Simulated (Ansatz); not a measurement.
Given:

ZnAu:
Space group Pm-3m (No. 221); a = b = c = 3.1488 Å, α = β = γ = 90.00°

| atom | site | symmetry | x | y | z |
|---|---|---|---|---|---|
| Au | 1a | m-3m | 0.0000 | 0.0000 | 0.0000 |
| Zn | 1b | m-3m | 0.5000 | 0.5000 | 0.5000 |

This is the r²SCAN-relaxed structure.

Task: All from DFT-r²SCAN in the program Ansatz with PAW potentials, unless another level is named. Predict the highest zone-centre frequency.

Result: 136 cm⁻¹.

Task: Predict the bulk modulus (Birch–Murnaghan fit).

Result: 135 GPa.

Task: What about the elastic constants (relaxed ions, GPa)?

Result: C11 = 143, C12 = 131, C44 = 52.5.

The cell was relaxed with r²SCAN under the symmetry of its start; of distortions, only those at the zone centre were tested. As this level gives no gap, shear constants depend on the k-mesh and smearing (Fermi–Dirac, 0.1 eV here). As this level gives no gap, phonon frequencies hold no LO–TO term and depend on the k-mesh and smearing (Fermi–Dirac, 0.1 eV here). Scalar-relativistic: spin–orbit coupling is off unless named, which matters more the heavier the elements.

Potentials: the later of the program's two PAW sets.
